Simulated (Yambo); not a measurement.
G0W0@LDA for K2BrOH (space group P2_1/m, No. 11) in Yambo. Reference settings: 2×2×1 Γ-centred k mesh, 337 bands and a 7 Ry block in the screening, 337 bands in G with the Bruneval-Gonze terminator, plasmon pole fitted at 27.2 eV. The LDA gap Γ → Γ on this mesh is 3.23 eV; G0W0 gaps are taken between the same points.

The settings were changed. The gap went from 5.95 eV to 5.86 eV, and the shift of the valence edge from -1.59 eV to -1.59 eV.

Q: What was changed between the two runs?
(A) 123 bands in G, no terminator
(B) 3 Ry block
(C) 123 bands in G
(D) 154 bands in W

A: B, 3 Ry block. The others gave (gap, valence shift): 123 bands in G: 5.95, -1.55 eV; 154 bands in W: 5.96, -1.49 eV; 123 bands in G, no terminator: 5.66, -1.02 eV.

Spin-orbit coupling is not included.

Geometry of the Materials Project entry, not relaxed at this level; primitive cell a = 6.832 Å, b = 4.317 Å, c = 8.593 Å, α = 90.00°, β = 108.15°, γ = 90.00°.

The structure is a Materials Project entry; no match was found in the copy of COD used, and its stability was not checked.

A shift is the quasiparticle energy of the state minus its LDA energy.
